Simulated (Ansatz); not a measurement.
## SiO₂ — field gradients at the nuclei

The cell is a COD entry.

```cif
data_SiO2
_symmetry_space_group_name_H-M 'P4_2/mnm'
_symmetry_Int_Tables_number 136
_cell_length_a 4.1667
_cell_length_b 4.1667
_cell_length_c 2.6645
_cell_angle_alpha 90.000
_cell_angle_beta 90.000
_cell_angle_gamma 90.000
loop_
_atom_site_label
_atom_site_type_symbol
_atom_site_symmetry_multiplicity
_atom_site_Wyckoff_symbol
_atom_site_fract_x
_atom_site_fract_y
_atom_site_fract_z
Si Si 2 a 0.0000 0.0000 0.0000
O O 4 f 0.3061 0.3061 0.0000
```

One atom of each set is listed.

The numbers come from a DFT calculation in Ansatz (PBE, plane waves and PAW, scalar-relativistic, 420 eV cutoff, Γ-centred 7×7×11 k-points, Fermi–Dirac smearing 0.02 eV).

V_zz is the principal component of the electric field gradient with the largest magnitude, η = (V_xx − V_yy)/V_zz and C_Q = eQV_zz/h.

O-17: I = 5/2, Q = -25.58 mb. Quadrupole moments are those of Pyykkö's year-2017 table.

Task: Give the quadrupolar parameters of the distinct sites.

Result: 

| site | atoms | first shell | V_zz (10²¹ V/m²) | η | C_Q (MHz) |
| --- | --- | --- | --- | --- | --- |
| Si | 2 | 6 O at 1.76–1.80 Å | 1.78 | 0.60 | – |
| O | 4 | 3 Si at 1.76–1.80 Å | -11.02 | 0.15 | 6.82 |

At O V_zz stands upright on the plane through its three neighbours (within 1°).

Si has no stable isotope with a ground-state quadrupole moment in the table, so no C_Q is given.

At this cell the PBE pressure is 13 GPa, so with PBE the cell would grow if it were relaxed. The entry's cell may itself be off.

Hardware: 1 thread of Intel Xeon 6975P-C (Granite Rapids) (x86_64; 16 cores open to the job, memory cap 3.0 GiB, no GPU), a shared host with a load of 0.4 a core. Wall time 3.2 s, CPU time 3.1 s, peak memory 0.4 GiB.
